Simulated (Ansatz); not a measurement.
## Sb: settings compared (Ansatz)

Input:

```yaml
crystal:
  lattice:
    - [2.064517, 3.575842, 0.0]
    - [-2.064517, 3.575842, 0.0]
    - [0.0, -2.383894, 3.822296]
  atoms:
    - { symbol: Sb, position: [0.22764, 0.22764, 0.68292] }
    - { symbol: Sb, position: [0.77236, 0.77236, 0.31708] }
  symmetry: { tolerance: 0.0003 }
kpoints:
  mp_grid: { grid: [5, 5, 5], shift: [0, 0, 0] }
magnetization:
  spin_polarized: false
scf:
  occupations: { method: fermi_dirac }
hamiltonian:
  pseudopotentials: { kind: paw }
  xc: r2scan
basis:
  ecutwfc: 500
output:
  forces: true
  stress: true
  eigenvalues: true
```

Launch command:

```bash
ansatz run input.yaml --threads 1 --pin off --max-ram 2560MiB --backend cpu --events-out ev --progress --plain --runs-dir out
```

Origin of the cell: a known structure type with other elements, at an estimated volume, so it need not be a known compound.

The smearing width isn't typed, so it takes its default of 0.1 eV.

Output of this run (shortened):

```
Warning: crystal.lattice misses the space group found at crystal.symmetry.tolerance 3.0e-4 in a digit that the deck types, which is why this is a warning: making the lattice exact moves one o […]
Pseudopotentials: kind: paw
Pseudopotential: Sb, paw, valence charge 15, recommended cutoff 500 eV (meta_gga), Sb.paw.azcp
Functional definition: r2SCAN
  exchange = r2scan_x(k0 = k0, k1 = k1, a1 = a1)
  correlation = r2scan_c
Crystal: 2 atoms, lattice volume = 56.435 Å³
Basis set: ecut = 500 eV, 1429 PW (Γ), exchange–correlation on 128×128×144 points (64 copies of the dense FFT grid, shifted against one another)
Bands: 19, of which v1, the nominal top of the filled ones, is band 15 counted from 1 (14 counted from 0)
Symmetry: 12 space group operations
Space group: R-3m (ITA 166), of the structure as read, at distance tolerance 1.2e-3 Å
[… 4 lines left out …]
Initial density: superposition of atomic densities (neutral atoms: chi_scale 0, normalization atom), corrected by the library's trained network
Functional: x = r2scan, c = r2scan; τ floored in thin density (d = 2e-4 eV/Å³)
SCF iter   1: F=—  HF=-12998.020118 eV  Δρ=4.48e-3  dr2=4.99e-3  dr2_τ=3.27e-3
SCF iter   2: F=—  HF=-12998.039698 eV  Δρ=1.92e-3  dr2=9.82e-4  dr2_τ=2.24e-5
SCF iter   3: F=—  HF=-12998.040508 eV  Δρ=6.92e-4  dr2=1.19e-4  dr2_τ=9.26e-6
SCF iter   4: F=—  HF=-12998.040567 eV  Δρ=8.46e-5  dr2=3.03e-6  dr2_τ=1.53e-7
SCF iter   5: F=—  HF=-12998.040565 eV  Δρ=3.17e-5  dr2=4.24e-7  dr2_τ=1.52e-8
SCF iter   6: F=-12998.040565 eV  HF=-12998.040565 eV  Δρ=9.27e-6  dr2=2.88e-8  dr2_τ=1.00e-9
SCF 1 converged in 6 iterations: F = -12998.040565 eV  dr2 = 2.88e-8
SCF converged after 6 iterations
Free energy (F): -12998.040565 eV
Harris-Foulkes:  -12998.040565 eV  (|F-HF|=1.16e-9)
Internal energy: -12998.026703 eV  (E = F + TS)
E sigma→0 (E₀):  -12998.033634 eV
Entropy (-TS):   -0.013862 eV (-6.931 meV/atom)
Fermi energy:    11.413013 eV
--- Per-component energies (eV) ---
  E_band       = -332.631576
  E_kinetic    = 416.151867
  E_local      = -3130.536163  (includes V_loc(G=0)·N_el)
  E_nonlocal   = 726.873206
  E_hartree    = 1431.381911
  E_xc         = -256.127998
  E_vxc        = -207.507099  (∫ρ·V_xc dr)
  E_paw        = -9204.316839  (= ΣΔE_a)
  E_vpaw       = -1014.266994  (= ΣTr[D̂ρ^β])
  E_aug_tail   = -0.000001  (compensation charges beyond the density's cutoff)
  E_vtau       = 13.894832  (kinetic-family band-sum trace: ∫τ·v_τ [+ j·A + Jᵃ·Aᵃ] dr)
  E_ewald      = -2982.464760
  E_core_change = 1.012074  (= ΣΔE_core)
  E_smearing   = -0.013862  (= −TS)
  Σ components = -12998.040565   (vs F -12998.040565, Δ=0.00e0)
--- Forces (eV/Å), atoms counted from 1 ---
  atom   1  Sb    -0.000000     0.000000     1.204680
  atom   2  Sb     0.000000    -0.000000    -1.204680
  max |Σ_I F_I| component: 2.22e-16 eV/Å
--- Stress (GPa, compression-positive) ---
       11.550168       0.000000       0.000000
        0.000000      11.550168      -0.000000
        0.000000      -0.000000       7.296223
  P = ⅓ Tr σ = 10.1322 GPa (101.322 kbar)
```

The same input was run again with these changes:

1. `basis.xc_grid` default → 3; `scf.mixing.preconditioner` default → kerker_dos
2. `magnetization` { spin_polarized: false } → { spin_polarized: true } (starts: random); `scf.convergence.dr2_threshold` default → 1.0e-05; typed moments: Sb1 -4, Sb2 -4
3. `scf.occupations.method` fermi_dirac → tetrahedron

```csv
run,end,SCF iterations,P (GPa),max force component (eV/Å),gap on mesh (eV),moment (μB),ΔE(σ→0) (meV/atom)
base,converged,6,10.13,1.205,–,–,0
1,converged,6,10.13,1.205,–,–,0.00
2,converged,18,10.13,1.205,–,0.00,0.00
3,converged,6,10.13,1.196,0.24,–,-0.53
```

Energies are compared only where functional, datasets, charge and starting cell are the same.

Caveats of the base run: no spin-orbit coupling, though heavy elements are present; the k mesh is coarse if the cell is a metal.

Run 2: a starting moment was lost; the SCF threshold is loose for forces.
Run 3: forces and stress under tetrahedra may miss the slope of the energy.

The base run took 1.7 s of wall time on 1 CPU thread(s) of a shared host, from the program's own first density.
